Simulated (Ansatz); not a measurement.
Sb: computed property card

Sb (diamond, Fd-3m), a = 6.873 Å, b = 6.873 Å, c = 6.873 Å, α = 90.00°, β = 90.00°, γ = 90.00°; the cell used has 2 atoms.

Space group Fd-3m (No. 227), diamond; conventional cell a = 6.8733 Å, b = 6.8733 Å, c = 6.8733 Å, α = 90.00°, β = 90.00°, γ = 90.00°.

Method: DFT-PBEsol in the program Ansatz with PAW potentials. The cell and atoms are relaxed at this level. Other levels are named where they apply.

**Cell and energy**

| Quantity | Value |
|---|---|
| Volume per atom | 40.59 Å³ |
| Density | 4.98 g/cm³ |

**Electronic structure**

| Property | Value |
|---|---|
| Electronic character | metallic (no gap) |
| Density of states at the Fermi level | 0.58 states/eV per atom (mean over ±0.08 eV) |
| Gap with spin–orbit coupling | none (metallic) |

**Mechanics**

| Item | Result |
|---|---|
| Bulk modulus (Birch–Murnaghan fit) | 34.8 GPa |
| Pressure derivative B′ | 4.1 |
| Elastic constants (relaxed ions, GPa) | C11 = 27.8, C12 = 38.1, C44 = -20.5 |
| Mechanical stability | unstable (C has a negative eigenvalue) |

**Phonons**

| Property | Value |
|---|---|
| Highest zone-centre frequency | 129 cm⁻¹ |
| Zone-centre stability | no imaginary mode at Γ |

The start of the workflow was typed in or built on a structure type; neither database checked (COD, Materials Project) lists it. It is not the phase usual at ambient conditions (space group No. 166). Symmetry was held in the PBEsol relaxation. As this level gives no gap, shear constants depend on the k-mesh and smearing (Fermi–Dirac, 0.1 eV here). As this level gives no gap, phonon frequencies hold no LO–TO term and depend on the k-mesh and smearing (Fermi–Dirac, 0.1 eV here). Spin–orbit coupling is left out wherever it is not named.

Potentials: the later of the program's two PAW sets.
